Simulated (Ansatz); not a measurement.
Yb (bcc (W type), space group No. 229) under volume change, DFT-PBEsol in the program Ansatz with PAW potentials, scaled uniformly.

| V (Å³/atom) | E − E(relaxed) (meV/atom) | P (GPa) |
|---|---|---|
| 28.853 | … | … |
| 29.804 | 9.0 | 1.60 |
| 30.755 | 2.1 | 0.74 |
| 31.706 | 0.0 | 0.00 |
| 32.657 | … | … |
| 33.609 | 7.4 | -1.19 |
| 34.560 | 16.0 | -1.67 |

Problem. Complete the blanks.

Solution. 
- 32.657, E − E(relaxed) (meV/atom): 1.9
- 32.657, P (GPa): -0.64
- 28.853, E − E(relaxed) (meV/atom): 21.4
- 28.853, P (GPa): 2.60

Problem. What does a third-order Birch–Murnaghan fit give for V₀, B₀ and B′?

Solution. V₀ = 31.71 Å³/atom, B₀ = 22.9 GPa, B′ = 3.9.

Space group Im-3m (bcc (W type)). The workflow started from a Materials Project entry (that database holds measured and hypothetical structures alike); the Crystallography Open Database copy checked does not list it. It is not the phase usual at ambient conditions (space group No. 225). The cell was relaxed with PBEsol under the symmetry of its start; whether a distortion lowers the energy is not shown. No spin polarisation was allowed. The 4f shell is in the valence. No Hubbard U is applied. Spin–orbit coupling is left out wherever it is not named.

Potentials: the later of the program's two PAW sets.
